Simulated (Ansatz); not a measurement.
SiGe:
```xyz
4
Lattice="3.9007 0.0000 0.0000 -1.9504 3.3781 0.0000 0.0000 0.0000 6.4422" Properties=species:S:1:pos:R:3 pbc="T T T"
Si     1.9504     1.1260     5.6341
Si     0.0000     2.2521     2.4130
Ge     1.9504     1.1260     3.2240
Ge     0.0000     2.2521     0.0029
```

Relaxed with PBEsol. Special points in fractions of this cell's reciprocal vectors: Γ (0.000, 0.000, 0.000); M (0.500, 0.000, 0.000); K (0.333, 0.333, 0.000); A (0.000, 0.000, 0.500); L (0.500, 0.000, 0.500); H (0.333, 0.333, 0.500).

Problem. List the band energies nearest the valence-band maximum at these points for the program Ansatz at the PBEsol level (PAW).

Solution. In eV from the valence-band maximum; about four levels below and three above (degenerate sets whole), none deeper than 8.9 eV; points with the same levels are listed once.

```
k                        below                          above
-  ---------------------------  -----------------------------
Γ  -1.59 -1.59 -0.32 0.00 0.00            0.40 1.48 2.03 2.03
M      -4.78 -3.18 -3.04 -1.53                 0.35 1.96 3.19
K      -5.26 -3.66 -3.66 -3.40                 0.97 4.78 4.78
A      -0.97 -0.97 -0.97 -0.97  1.20 1.20 3.07 3.07 3.07 3.07
L      -2.61 -2.61 -2.53 -2.53            0.62 0.62 1.77 1.77
H      -4.55 -4.55 -2.11 -2.11            1.34 1.34 3.71 3.71
```

Space group P6_3mc (wurtzite). The workflow started from a Materials Project entry (that database holds measured and hypothetical structures alike); the Crystallography Open Database copy checked does not list it. Whether it is the stable phase at ambient conditions was not checked. The cell was relaxed with PBEsol under the symmetry of its start; of distortions, only those at the zone centre were tested. Scalar-relativistic: spin–orbit coupling is off unless named, which matters more the heavier the elements.

Potentials: the earlier of the program's two PAW sets.
